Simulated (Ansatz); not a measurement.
Consider the following.

Relaxed TiHg (space group P4/mmm):

```xyz
2
Lattice="2.9841 0.0000 0.0000 0.0000 2.9841 0.0000 0.0000 0.0000 4.1125" Properties=species:S:1:pos:R:3 pbc="T T T"
Ti     1.4920     1.4920     2.0562
Hg     0.0000     0.0000     0.0000
```

Scan: atom 1 (Ti, nearest neighbour Hg at 2.946 Å; its periodic images, 3.0 Å or more away, move with it) is displaced along Cartesian [111], direction (0.577, 0.577, 0.577) in Cartesian axes, by s. The other atoms stay.

These are r2SCAN (plane waves to 500 eV, PAW, scalar-relativistic; Ansatz, a program for electronic structure) values and carry that method's errors. k mesh 13×13×9 (Γ-centred), Fermi-Dirac smearing 0.05 eV. The energy includes the smearing's −TS. With partly filled bands, energies and forces of such displacements shift with the k mesh and the smearing. Spin-orbit coupling is left out, though Hg is heavy. TiHg is run without spin polarisation. TiHg was relaxed with its symmetry unable to fall. The zero of ΔE is the undisplaced structure.

The scan covers s from -0.590 to 0.590 Å in 11 points.

### Question
Is the energy the same for equal positive and negative displacements?

### Answer
Even: the same for both signs. With its periodic images moving along, the atom's site symmetry in this cell is 4/mmm.

### Question
What is the energy change at s = 0.590 Å?

### Answer
927 meV/cell.

### Question
What force acts on the atom along the line at s = -0.590 Å?

### Answer
4.13 eV/Å.

### Question
What is the force constant k = d²E/ds² of this move at s = 0?

### Answer
3.70 eV/Å².

(For displaced atoms, the force is minus the slope of the energy, and its curvature is a force constant, which sets phonon frequencies.)
